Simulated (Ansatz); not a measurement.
Clamped-ion strain scan in InRh

These are results of DFT r2SCAN, scalar-relativistic, plane waves, PAW in Ansatz, not measurements. Cutoff 500 eV, Γ-centred 16×16×16 k-points, Gaussian smearing of 0.15 eV. No spin polarisation. Energies are free energies at this smearing, counted from the undisturbed cell; pressure is positive in compression.

The undisturbed cell (as given, not relaxed at this level; it stands at 1.3 GPa, and it needn't be the usual structure):

```
In Rh
1.0
     3.19600    0.00000    0.00000
     0.00000    3.19600    0.00000
     0.00000    0.00000    3.19600
In Rh
1 1
Direct
  0.50000 0.50000 0.50000
  0.00000 0.00000 0.00000
```

The cell is strained by ε times the Voigt pattern (1, 0, 0, 0, 0, 0) (xx, yy, zz, yz, xz, xy; engineering shear) with fractional coordinates fixed. The cell is metallic on the mesh throughout.

| ε | ΔE (meV/atom) |
| --- | --- |
| -0.0200 | 6.7 |
| -0.0150 | 4.2 |
| -0.0100 | 2.3 |
| -0.0050 | 0.9 |
| 0.0000 | 0.0 |
| 0.0050 | -0.5 |
| 0.0100 | -0.6 |
| 0.0150 | -0.4 |
| 0.0175 | -0.1 |
| 0.0200 | 0.2 |

**Question.** Predict the pressure (GPa) at each point.

**Answer.**
```
      ε  pressure (GPa)
-0.0200             5.1
-0.0150             4.1
-0.0100             3.2
-0.0050             2.2
 0.0000             1.3
 0.0050             0.5
 0.0100            -0.4
 0.0150            -1.2
 0.0175            -1.6
 0.0200            -2.0
```